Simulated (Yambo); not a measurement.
A G0W0@PBEsol run in Yambo for RbBr (CsCl type, space group Pm-3m, No. 221) under isotropic strain of -0.7 % on all lattice vectors (4×4×4 Γ-centred k mesh, 155 bands and a 10 Ry block in the screening, 155 bands in G with the Bruneval-Gonze terminator, plasmon pole fitted at 27.2 eV) gives these matrix elements, in eV, at the band edges (M → Γ):

```csv
state,E0,<Vxc>,<Σx>,<Σc(E0)>,Z
valence edge,0.000,-12.841,-16.593,1.616,0.816
conduction edge,4.111,-7.920,-3.806,-3.292,0.863
```

Solve the linearised quasiparticle equation for both states, give the gap, and say how exchange and correlation each act on it.

E = E0 + Z(Σx + Σc − Vxc). Valence: 0.000 + 0.816 × (-16.593 + (1.616) − (-12.841)) = -1.74 eV. Conduction: 4.111 + 0.863 × (-3.806 + (-3.292) − (-7.920)) = 4.82 eV. The gap is 6.56 eV, against 4.11 eV in PBEsol. Replacing Vxc by bare exchange alone would open it by 7.87 eV; correlation takes back 4.91 eV of that, and Z scales what is left. Convergence of the G0W0 settings was not tested. Spin-orbit splittings are left out.

Geometry strained from the cell relaxed with PBEsol, atoms relaxed again; primitive cell a = b = c = 4.043 Å, α = β = γ = 90.00°.

This is not the ordinary phase of the substance; no match was found in the copy of COD used, and its stability was not checked.
